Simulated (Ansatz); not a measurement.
## Structures of Ba3Sn: which is lowest?

Plane-wave DFT in Ansatz with scalar-relativistic PAW potentials, cutoff 420 eV, Γ-centred meshes chosen by cell and gap, Gaussian smearing with energies taken to zero width. Every cell was relaxed (cell and atoms) in a run of its own, within the symmetry of its start. Functional: PBE.

Relaxed structures (starts from databases or built by putting these elements on another compound's sites):
A. I4/mmm, 4 atoms in the computed cell, a = 5.499 Å, c = 11.328 Å; sites (symmetry × multiplicity) Ba -4m2 × 4 + 4/mmm × 2, Sn 4/mmm × 2; start: built
B. Pm-3m, 4 atoms in the computed cell, a = 5.584 Å; sites (symmetry × multiplicity) Ba 4/mm.m × 3, Sn m-3m × 1; start: built

Question: Rank them by energy. Could pressure change the order?

Answer:
| structure | group | E − E(lowest) (meV/atom) | V (Å³/atom) | gap on mesh (eV) |
| --- | --- | --- | --- | --- |
| B | Pm-3m | 0.0 | 43.54 | 0.00 |
| A | I4/mmm | 55 | 42.81 | 0.00 |

B is lowest, 55 meV/atom under A. The two lowest differ in volume by under 3 %, too little for a first-order estimate of what pressure does to that pair (other pairs aren't weighed here); with rigid cells even 3 % in favour of the higher one would need about 7 GPa. Other structures may lie lower than all of these, and vibrations aren't counted.

Spin-orbit coupling is left out, which matters for the bands of heavy elements.